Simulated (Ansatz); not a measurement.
Theory: Ansatz 0.2.0, DFT PBE, scalar-relativistic, plane waves, PAW. Settings: cutoff 420 eV, Γ-centred meshes spaced at most about 0.3 Å⁻¹, and about 0.25 Å⁻¹ or finer for metals (2π included), Gaussian smearing. No spin polarisation in the final relaxations.

All energies are static (0 K, no zero-point motion).

Two relaxed structures of ZrPdSe₄:

A.

```
Zr Pd Se
1.0
     5.26746    0.00000    0.00000
    -2.63373    4.56176    0.00000
     0.00000    0.00000    5.35053
Zr Pd Se
1 1 4
Direct
  0.33333 0.66667 0.00000
  0.00000 0.00000 0.00000
  0.66667 0.33333 0.00000
  0.49761 0.99523 0.50000
  0.00477 0.50239 0.50000
  0.49761 0.50239 0.50000
```

B.

```
Zr Pd Se
1.0
     0.00000    3.93454    3.93454
     3.93454    0.00000    3.93454
     3.93454    3.93454    0.00000
Zr Pd Se
1 1 4
Direct
  0.75000 0.75000 0.75000
  0.00000 0.00000 0.00000
  0.37491 0.87527 0.37491
  0.37491 0.37491 0.37491
  0.87527 0.37491 0.37491
  0.37491 0.37491 0.87527
```

Task: Which would you expect to be lower, and how large is the difference?

Result: A is lower, by 0.38 eV/atom. A has space group P-6m2 (No. 187), 21.4 Å³/atom and no gap on its mesh; B has space group F-43m (No. 216), 20.3 Å³/atom and no gap. Counting Se atoms around Pd and Zr (those within 1.25 times the shortest such distance or 1.15 times the sum of covalent radii; a plus sign parts nearer from farther groups; the shortest distance is added where it is long for a bond), A has Zr 9, Pd 3+12 and B has Zr 12, Pd 12 from 3.3 Å. A holds Se–Se nets (shortest 2.60 Å); in B the shortest Se–Se distance is 2.78 Å, near bonding range too. The lower one is the more open, so pressure narrows the difference. Even the lower one lies +0.04 eV/atom against the reference forms of the elements (uncorrected), so neither is stable at this level. Both come from invented guesses. A third cell relaxed alike, in I422, lies 0.52 eV/atom below the lower of the two.

Cells relaxed within their symmetry can be saddle points.
